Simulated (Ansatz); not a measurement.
# PW (Pnma): electronic heat capacity and spin susceptibility from the density of states

Method: DFT r2SCAN, scalar-relativistic, plane waves, PAW (Ansatz 0.2.0).

Settings: cutoff 500 eV, Γ-centred mesh 6×12×6 on the computed 8-atom cell, Gaussian smearing of 0.10 eV; no spin polarisation.

Relaxed cell: Pnma, a = 5.740 Å, b = 3.265 Å, c = 6.207 Å, α = 90.00°, β = 90.00°, γ = 90.00°, 8 atoms in the primitive cell. Whether it is the stable form of this composition wasn't checked.

The density of states at the Fermi level is 3.022 states/eV in the cell of 8 atoms (4 formula units; both spins, tetrahedra on a 9×18×9 mesh).

Problem. What Sommerfeld coefficient and Pauli susceptibility does this give?

Solution. Per formula unit N(E_F) = 0.755 states/eV. γ = (π²/3) k_B² N(E_F) N_A = 2.357 mJ/(mol K²) per state/eV, so γ = 1.8 mJ/(mol K²), a mole of formula units. χ_P = μ_B² N(E_F) N_A = 3.23×10⁻⁵ emu/mol per state/eV gives 2.4×10⁻⁵ emu/mol. This is the bare band result: a measured γ of the same phase is as a rule larger by a factor 1 + λ from phonons and spin fluctuations, the spin part of χ is larger by the Stoner factor, and a measured χ also holds orbital and core terms. N(E_F) at one energy is sensitive to the mesh where the density of states has sharp peaks.

Spin-orbit coupling is left out, which matters for the bands of heavy elements.

Cost: 1 run of about 12 core-minutes, on Intel Xeon Processor @ 2.50GHz (Skylake/Cascade Lake) (shared hosts).